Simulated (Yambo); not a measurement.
Yambo run on Ba2SrWO6 (space group C2/m, No. 12). The wavefunctions are PBEsol (Quantum ESPRESSO, PseudoDojo norm-conserving, 84 Ry, no spin-orbit coupling) ones on a 2×2×2 mesh (40 occupied bands); a = 6.116 Å, b = 6.116 Å, c = 6.214 Å, α = 119.69°, β = 119.69°, γ = 60.09°.

Yambo input:

```
rim_cut
gw0
dyson
el_el_corr
HF_and_locXC
ppa
em1d
RandQpts= 1000000
RandGvec= 1 Ry
EXXRLvcs= 84 Ry
VXCRLvcs= 336 Ry
Chimod= "HARTREE"
% BndsRnXp
 2 | 204 |
%
NGsBlkXp= 8 Ry
% LongDrXp
 1.0 | 1.0 | 1.0 |
%
PPAPntXp= 27.2114 eV
% GbndRnge
 1 | 204 |
%
GTermKind= "BG"
DysSolver= "n"
ExtendOut
% QPkrange
 2 | 2 | 40 | 40 |
 5 | 5 | 40 | 41 |
%
```

k points by index: 2 = (0, 0, -0.5), 5 = (-0.5, -0.5, 0).

Table of the .qp output:

```
#    K-point    Band    Eo [eV]    E [eV]    E-Eo [eV]    Vxc [eV]    Vnlxc [eV]    Sc|Eo [eV]    Sc|E [eV]    dSc/dw|Eo [eV]    Re(Z)    Im(Z)
#
    2    40    0.000000    -0.474853    -0.474853    -19.12654    -24.12379    4.382303    4.522396    -8.025765    0.772233    -0.001407
    5    40    -0.126076    -0.591839    -0.465762    -19.12031    -24.10096    4.376423    4.514886    -8.087088    0.770891    -0.001449
    5    41    2.731982    3.946740    1.214757    -15.02229    -9.619276    -3.922865    -4.188260    -5.944473    0.820709    -0.001234
```
(The two width columns are left out.) Convergence of these settings isn't established.

Geometry of the Materials Project entry, not relaxed at this level.

The structure is a Materials Project entry; no match was found in the copy of COD used, and its stability was not checked.
